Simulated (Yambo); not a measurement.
## YSF: lowest vertical excitons

```
CELL_PARAMETERS angstrom
      4.03179     0.00000     0.00000
     -2.01590     3.49163     0.00000
      0.00000     0.00000    16.71982
ATOMIC_POSITIONS crystal
  F  0.33333 0.66667 0.75000
  F  0.66667 0.33333 0.25000
  F  0.00000 0.00000 0.75000
  F  0.00000 0.00000 0.25000
  S  0.66667 0.33333 0.58613
  S  0.33333 0.66667 0.41387
  S  0.33333 0.66667 0.08613
  S  0.66667 0.33333 0.91387
  Y  0.66667 0.33333 0.75000
  Y  0.33333 0.66667 0.25000
  Y  0.00000 0.00000 0.50000
  Y  0.00000 0.00000 0.00000
```

The geometry is that of Materials Project entry mp-3632, symmetrised and not relaxed again.

BSE in Yambo on PBEsol (pw.x of Quantum ESPRESSO, ONCV potentials, no spin-orbit coupling) bands: 6×6×2 mesh, 11 valence and 14 conduction bands, static screening with 135 bands and a 3 Ry block, scissor 1.85 eV, Tamm-Dancoff; field along x.

```tsv
state	energy (eV)	states within 2 meV	relative strength	class	main transitions
1	4.49	1	< 0.01	dark	several band pairs
2	4.51	1	< 0.01	dark	several band pairs
3	4.54	2	1.00	strong	several band pairs
4	4.58	2	< 0.01	dark	several band pairs
5	4.64	2	< 0.01	dark	several band pairs
6	4.72	1	< 0.01	dark	VB → CB (67 %)
```

These are vertical excitations (zero momentum); the indirect quasiparticle gap, about 4.29 eV, is smaller than the direct one (5.07 eV on the GW mesh). The direct quasiparticle gap on this mesh is 5.00 eV; counted from there, state 1 is bound by 0.52 eV. Convergence with the mesh was not shown.

Spin singlets only. Strengths are relative to the strongest of the lowest states of this run; strong means a line over 3 % of the spectrum's maximum, dark under 0.03 %. Absolute energies carry the error of the G0W0 scissor, whose convergence isn't established; the long-wavelength screening was taken along (1,1,1) although the crystal is anisotropic.
